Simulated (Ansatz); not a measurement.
# BeSe, first-principles data

BeSe:
```
CELL_PARAMETERS angstrom
      3.10309     0.00000     0.00000
      0.00000     3.10309     0.00000
      0.00000     0.00000     3.10309
ATOMIC_POSITIONS crystal
  Be 0.00000 0.00000 0.00000
  Se 0.50000 0.50000 0.50000
```

Space group Pm-3m (No. 221), CsCl type; conventional cell a = b = c = 3.1031 Å, α = β = γ = 90.00°.

Method: plane-wave PAW PBE (Ansatz code). The cell and atoms are relaxed at this level. Other levels are named where they apply.

Cell and energy:

```
Item                                                          Value
-----------------------------------------------------  ------------
Volume per atom                                            14.94 Å³
Density                                                  4.89 g/cm³
Formation energy from the elements (no fitted shifts)  0.55 eV/atom
```

Electronic structure:

```
Quantity                                                                    Result
------------------------------------  --------------------------------------------
Electronic character                                             metallic (no gap)
Density of states at the Fermi level  0.47 states/eV per atom (mean over ±0.08 eV)
```

Mechanics:

```
Property                              Result
----------------------------------  --------
Bulk modulus (Birch–Murnaghan fit)  76.3 GPa
Pressure derivative B′                   4.7
```

A made-up cell: these elements were put on the sites of a structure type; neither database checked (COD, Materials Project) lists it. COD files the formula under space group No. 216, so this cell is another polymorph or a model. Whether it is the stable phase at ambient conditions was not checked. The PBE relaxation kept the symmetry of its start; whether a distortion lowers the energy is not shown. The references are the lowest solids computed at this level, not always the standard phases. Spin–orbit coupling is left out wherever it is not named.

Potentials: the later of the program's two PAW sets.
